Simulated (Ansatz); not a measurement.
Relaxation of BiP in the WC-type structure, step by step

Method: PBE, scalar-relativistic; no spin polarisation; PAW, 420 eV, Γ-centred 6×6×6 mesh, 0.05 eV Gaussian smearing; code Ansatz; PAW files: Ansatz's generated set soft_2.

This is a trial structure made by placing the elements on a prototype's sites, so it needn't be the stable form.

```yaml
crystal:
  lattice:
    - [3.9553131248, 0.0, 0.0]
    - [-1.9776565624, 3.425401646, 0.0]
    - [0.0, 0.0, 3.8601896473]
  atoms:
    - { symbol: Bi, position: [0.0, 0.0, 0.0] }
    - { symbol: P, position: [0.6666666667, 0.3333333333, 0.5] }
basis:
  ecutwfc: 420
  ecutrho_ratio: 4
kpoints:
  mp_grid: { grid: [6, 6, 6] }
hamiltonian:
  xc: pbe
scf:
  occupations: { method: gaussian, width: 0.05 }
output:
  forces: true
  stress: true
  eigenvalues: true
relax:
  f_tol: 0.03
  max_steps: 60
  cell: { stress_tol: 0.3 }
```

Launched as:
```sh
ansatz run input.yaml --threads 2 --pin off --max-ram 2662MiB --backend cpu --events-out ev --progress --plain --runs-dir out
```

Positions (Å) and forces (eV/Å) at the first step:

```xyz
2
Lattice="3.955 0.000 0.000 -1.978 3.425 0.000 0.000 0.000 3.860" Properties=species:S:1:pos:R:3:forces:R:3 pbc="T T T"
Bi    0.000    0.000    0.000    0.000    0.000    0.000
P     1.978    1.142    1.930    0.000    0.000    0.000
```

Question: Where does the relaxation end?

Answer: After 3 further evaluations the energy is 9.2 meV/atom lower and the largest force component 0.000 eV/Å; space group P-6m2.
```xyz
2
Lattice="3.942 0.000 0.000 -1.971 3.414 0.000 0.000 0.000 3.774" Properties=species:S:1:pos:R:3 pbc="T T T"
Bi    0.000    0.000    0.000
P     1.971    1.138    1.887
```

The course:

| step | E − E(end) (meV/atom) | largest force component (eV/Å) | P (GPa) | a (Å) | b (Å) | c (Å) | accepted |
| --- | --- | --- | --- | --- | --- | --- | --- |
| 1 | 9.17 | 0.000 | -2.34 | 3.955 | 3.955 | 3.860 | yes |
| 2 | 9.67 | 0.000 | 2.34 | 3.943 | 3.943 | 3.672 | no |
| 3 | -0.14 | 0.000 | -0.16 | 3.942 | 3.942 | 3.774 | yes |
| 4 | 0.00 | 0.000 | -0.16 | 3.942 | 3.942 | 3.774 | yes |

Late in the path the plane-wave basis is renewed for the changed cell, which shifts energy and pressure at the same geometry (Pulay error), so rows before the renewal hold an offset.

Step 3 in full:

```xyz
2
Lattice="3.942 0.000 0.000 -1.971 3.414 0.000 0.000 0.000 3.774" Properties=species:S:1:pos:R:3:forces:R:3 pbc="T T T"
Bi    0.000    0.000    0.000    0.000    0.000    0.000
P     1.971    1.138    1.887    0.000    0.000    0.000
```

It ran for 4.6 s on 2 threads of Arm Neoverse V2, with other jobs on the host, peak memory 0.33 GiB.

Scalar-relativistic only: spin–orbit splittings of the heavy atoms' levels are missing. The k-mesh is coarse, so small energy differences aren't converged.
